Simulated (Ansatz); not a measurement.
Bi:
Space group P4/nmm, origin choice 1 (No. 129); a = 4.5201 Å, b = 4.5201 Å, c = 3.2501 Å, α = 90.00°, β = 90.00°, γ = 90.00°

```csv
atom,site,symmetry,x,y,z
Bi,2c,4mm,0.5000,0.0000,0.4369
```

Relaxed at zero pressure with plane-wave PAW PBEsol (Ansatz code).

Task: The volume is lowered by 9 % and shape and atoms relax at that volume. What pressure results, and how do the axes share the change?

Result: 5.1 GPa; a -3.9 %, b -3.9 %, c -1.5 %; the energy rises by 44 meV/atom.

Task: Give the new structure.

Result: 
Space group P4/nmm, origin choice 1 (No. 129); a = 4.3451 Å, b = 4.3451 Å, c = 3.2006 Å, α = 90.00°, β = 90.00°, γ = 90.00°

```tsv
atom	site	symmetry	x	y	z
Bi	2c	4mm	0.5000	0.0000	0.3880
```

The phase is kept; no other phase was compared at this pressure.

The workflow started from a Materials Project entry (that database holds measured and hypothetical structures alike); the Crystallography Open Database copy checked does not list it. It is not the phase usual at ambient conditions (space group No. 166). Symmetry was held in the PBEsol relaxation; of distortions, only those at the zone centre were tested. Axis ratios of metals converge slowly with the k-mesh, so a and c are less sure than the volume. Scalar-relativistic: spin–orbit coupling is off unless named, which matters more the heavier the elements.

Potentials: the earlier of the program's two PAW sets.
